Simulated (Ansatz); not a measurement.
# Relaxing a structure of Te2Mo

The start is a relaxed Te2Mo cell, doubled along one cell vector, shaken by Gaussian noise of σ = 0.08 Å a coordinate. A full variable-cell relaxation at zero pressure is run with r2SCAN (plane waves to 500 eV, PAW, scalar-relativistic; Ansatz, a program for electronic structure). The first steps use a coarse 3×6×7 k-mesh.

The start:
```
CELL_PARAMETERS angstrom
     -4.69199     4.69199     6.64130
      2.34600    -2.34600     3.32065
      2.34600     2.34600    -3.32065
ATOMIC_POSITIONS crystal
  Mo 0.01535 0.00386 0.04193
  Mo 0.49302 0.98643 0.96912
  Te 0.36849 0.26772 0.50575
  Te 0.87445 0.23149 0.49848
  Te 0.12675 0.78778 0.49486
  Te 0.63659 0.72541 0.50011
```

- Largest initial force = about 2.0 eV/Å, on Te5 (atoms numbered as listed)
- Energy released = 0.17 eV/atom
- Volume change = -3.9 %, from 24.37 to 23.43 Å³/atom
- Shortest distances (start → end) = The closest pairs of elements (up to four, under 3.6 Å), start → end: Mo–Te 2.56 → 2.73 Å; Mo–Mo 4.46 → 3.15 Å; Te–Te 3.15 → 3.19 Å
- Optimiser moves = 28

Relaxed structure:

Space group C2/m (No. 12); a = 8.3339 Å, b = 5.0767 Å, c = 7.7581 Å, α = 90.00°, β = 121.08°, γ = 90.00°

| atom | site | symmetry | x | y | z |
|---|---|---|---|---|---|
| Mo | 4i | m | 0.0158 | 0.0000 | 0.2112 |
| Te | 4i | m | 0.3152 | 0.0000 | 0.1478 |
| Te | 4i | m | 0.2375 | 0.0000 | 0.6362 |
(The calculation used a cell of 6 atoms; values per cell refer to that cell.)

Final values are on a 11×11×7 k-mesh of the relaxed cell. No spin polarisation in the result.

The relaxed structure here is a generated cell of Te2Mo: the first start was made by a random draw of sites in a space group, and the end was not matched to a known phase here, so it may be hypothetical. Known forms of Te2Mo include space group No. 194.
